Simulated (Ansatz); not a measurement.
# LaFeSi2: what a change of kpoints.mp_grid.grid does

Level of theory: PBEsol, no spin polarisation, scalar-relativistic; Ansatz, plane waves to 420 eV (PAW set soft_2), k-mesh 8×8×8. These are the settings of the reference run.

Cell:

```cif
data_structure
_symmetry_space_group_name_H-M 'P 1'
_symmetry_Int_Tables_number 1
_cell_length_a 8.7144
_cell_length_b 8.7144
_cell_length_c 4.0181
_cell_angle_alpha 90.000
_cell_angle_beta 90.000
_cell_angle_gamma 152.679
_cell_volume 140.05
loop_
_atom_site_label
_atom_site_type_symbol
_atom_site_fract_x
_atom_site_fract_y
_atom_site_fract_z
_atom_site_occupancy
Fe1 Fe 0.25008 0.74992 0.75000 1
Fe2 Fe 0.74992 0.25008 0.25000 1
La1 La 0.89169 0.10831 0.75000 1
La2 La 0.10831 0.89169 0.25000 1
Si1 Si 0.69033 0.30967 0.75000 1
Si2 Si 0.30967 0.69033 0.25000 1
Si3 Si 0.53798 0.46202 0.75000 1
Si4 Si 0.46202 0.53798 0.25000 1
```

The reference run of this cell is solved again as a single point with these keys changed:

| key | reference run | changed run |
| --- | --- | --- |
| kpoints.mp_grid.grid | [8, 8, 8] | [6, 6, 6] |

Question: How far do the results move?

Answer: 

```
                                    quantity  reference run  changed run
energy, changed less reference (meV an atom)              0          0.3
                              pressure (GPa)            0.0          0.0
                        largest force (eV/Å)           0.00         0.02
                        gap on the mesh (eV)           0.00         0.00
```

The results hardly move, so this setting matters little here. It took 9 iterations from the trained starting density.

Caveats: the reference run: a metal with Cr, Mn, Fe, Co or Ni was run without spin, and may be magnetic; a single point, atoms not relaxed again.
